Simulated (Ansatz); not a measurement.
Consider the following.

HfB2:
```xyz
3
Lattice="3.1031 0.0000 0.0000 -1.5515 2.6874 0.0000 0.0000 0.0000 3.4220" Properties=species:S:1:pos:R:3 pbc="T T T"
Hf     0.0000     0.0000     0.0000
B      0.0000     1.7916     1.7110
B      1.5515     0.8958     1.7110
```

This is the LDA-relaxed structure. Cartesian axes are those of the cell as given.

All from LDA in the plane-wave PAW code Ansatz, unless another level is named. Give the Hill bulk and shear moduli.

274 and 265 GPa.

Predict the highest zone-centre frequency.

831 cm⁻¹.

Give the elastic constants (relaxed ions, GPa).

C11 = 647, C12 = 70.1, C13 = 139, C33 = 489, C44 = 288.

Space group P6/mmm. The LDA relaxation kept the symmetry of its start; of distortions, only those at the zone centre were tested. The run is not spin-polarised. As this level gives no gap, shear constants depend on the k-mesh and smearing (Fermi–Dirac, 0.1 eV here). As this level gives no gap, phonon frequencies hold no LO–TO term and depend on the k-mesh and smearing (Fermi–Dirac, 0.1 eV here). Spin–orbit coupling is left out wherever it is not named.

Potentials: the later of the program's two PAW sets.
